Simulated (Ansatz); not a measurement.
Here is an unrelaxed guess for Hf2Cl.

```
CELL_PARAMETERS angstrom
0.00000 4.45624 4.45624
4.45624 0.00000 4.45624
4.45624 4.45624 0.00000
ATOMIC_POSITIONS crystal
Hf 0.12500 0.12500 0.12500
Hf 0.62500 0.12500 0.12500
Hf 0.12500 0.12500 0.62500
Hf 0.12500 0.62500 0.12500
Cl 0.50000 0.50000 0.50000
Cl 0.75000 0.75000 0.75000
```

Method: Ansatz 0.2.0, DFT PBE, scalar-relativistic, plane waves, PAW. Settings: cutoff 420 eV, Γ-centred mesh 4×4×4 on the computed 6-atom cell, Gaussian smearing of 0.10 eV; no spin polarisation.

The zero of energy is the elements' standard structures at the same level (Cl₂ as a molecule); no fitted shifts are applied.

**Question.** What does a single point on this coarse mesh give?

**Answer.** The pressure is -6.8 GPa (it wants to contract), the largest force is 0.00 eV/Å (symmetry fixes the atoms), and the energy is +0.82 eV/atom against the elements. The shortest distance is 3.15 Å.

**Question.** Is it a good guess?

**Answer.** A fair one: relaxing gains about 0.12 eV/atom (the start's value is from the coarse mesh, so the gain is rough) in 8 ionic steps and ends at +0.70 eV/atom on the finer mesh. The symmetry stays Fd-3m (No. 227). The volume per atom shrinks by 15.6 %, from 29.5 to 24.9 Å³. The shortest distance goes from 3.15 Å (Hf–Hf) to 2.98 Å (Hf–Hf). Conventional cell: a = 8.422 Å. Hf is surrounded by 6 Hf at 2.98 Å and 6 Cl at 3.49 Å; around Cl lie 12 Hf at 3.49 Å and 4 Cl at 3.65 Å.

The last run used an 8×8×8 mesh for its 6-atom cell and Gaussian smearing of 0.10 eV. These runs have no spin–orbit coupling, which can matter for Hf. The cell is a metal run without spin; a magnetic state may lie lower. The relaxation can't lower the symmetry of the start, and the grade says only how near the guess is to its own end. A structure relaxed within its symmetry needn't be a true minimum.
